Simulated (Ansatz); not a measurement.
**Ag: strain energy, fitted**

Ag, P6_3/mmc, a = 2.867 Å, c = 9.365 Å. This isn't the element's structure at ambient conditions. Ansatz: PBEsol, PAW, 420 eV, Γ-centred 24×24×6 mesh on 4 atoms, Gaussian smearing 0.10 eV; no spin polarisation. Series: biaxial strain in the a-b plane, c and atoms relaxed; x is the strain in per cent. y is the free energy over the unstrained cell, V0 = 16.672 Å³/atom.

```tsv
x (%)	y (meV/atom)
-3.0	21.80
-2.0	8.79
-1.0	1.78
0.0	0.00
1.0	?
2.0	9.06
3.0	18.62
```

**Question.** Fit y = c2 x² + c3 x³ to the other rows, turn c2 into a modulus, and predict the missing energy.

**Answer.** Least squares on the rows shown. y = 2.2406 x² − 0.052451 x³. In eV per unit strain² c2 is 22.41; M is the biaxial modulus (E = M V0 ε²): 22.41 × 160.2 / (16.672) = 215 GPa. At x = 1.0 the fit asked for gives 2.19 meV/atom. The run gave 2.57 meV/atom, so the fit is 0.38 meV/atom too low, within the rms miss on the fitted rows (0.43 meV/atom).